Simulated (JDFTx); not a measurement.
TiAl(001) slab cut from bulk TiAl (space group P4/mmm, indices of the conventional cell, lattice of the Materials Project entry mp-1953, not re-optimised): 3 atoms in 3 planes, a 1x1 cell of 7.90 Å² (|a| = 2.811, |b| = 2.811 Å), 4.1 Å between the outermost planes, Ti outermost, slab composition Ti2Al, cell height 20.1 Å, 8×8×1 k mesh, Fermi smearing 0.01 Ha, no spin polarisation. Whether this polymorph is the ambient one wasn't checked. Neither spin polarisation nor a larger cell was tried.

All numbers are PBE, GBRV ultrasoft potentials, plane waves to 20/100 Ha results from JDFTx (a modified build), not measurements. Vacuum. The outer atoms relax from bulk positions, keeping the cell's symmetry; the lattice is not PBE's own optimum in this code, and that strain can shift the moves by a few hundredths of an ångström. Input:

```
lattice \
  5.3115477048 0.0000000000 0.0000000000 \
  0.0000000000 5.3115477048 0.0000000000 \
  0.0000000000 0.0000000000 37.9834951050
coords-type Lattice
ion Al 0.0000000000 0.0000000000 0.0000000000 0
ion Ti 0.5000000000 0.5000000000 -0.1011547260 1
ion Ti 0.5000000000 0.5000000000 0.1011547260 1
ion-species pseudo/al_pbe_v1.upf
ion-species pseudo/ti_pbe_v1.4.upf
elec-cutoff 20 100
elec-ex-corr gga-PBE
coulomb-interaction Slab 001
coulomb-truncation-embed 0 0 0
kpoint-folding 8 8 1
elec-smearing Fermi 0.01
lcao-params 10
elec-n-bands 22
electronic-scf nIterations 100 energyDiffThreshold 1e-07
ionic-minimize nIterations 10 energyDiffThreshold 1e-5 knormThreshold 4e-4
dump-name vac.$VAR
dump End State Ecomponents EigStats BandEigs Forces ElecDensity IonicPositions Fillings Kpoints Dtot
```

How far do the free atoms of the upper face move along the normal, and how much energy is released?

Ti (atom 3) -0.06 Å (positive: outward). The free energy falls by 0.018 eV per cell, 19 mJ/m².
